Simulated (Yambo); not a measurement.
Na₃MoO₃F₃ (space group R3, No. 146), G0W0@LDA in Yambo; all else as in the reference (2×2×2 Γ-centred k mesh, bands 5 to 203 and a 7 Ry block in the screening, 203 bands in G with the Bruneval-Gonze terminator, plasmon pole fitted at 27.2 eV). One parameter is varied: the cutoff of the wavefunctions in Yambo, over 10, 20, 30, 50, 88 Ry.

Question: From which value on does the gap L → Z stay within 0.05 eV of the largest setting?

Answer: From 20 Ry on.
```tsv
cutoff of the wavefunctions in Yambo (Ry)	G0W0 gap (eV)	valence shift (eV)
10	7.12	-0.76
20	7.18	-1.07
30	7.18	-1.15
50	7.19	-1.18
88	7.19	-1.18
```
The last step of the sweep still moves the gap by 3 meV; the other settings are held fixed.

Spin-orbit coupling is not included.

Geometry of the Materials Project entry, not relaxed at this level; primitive cell a = b = c = 5.8061 Å, α = β = γ = 57.29°.

A shift is the quasiparticle energy of the state minus its LDA energy.
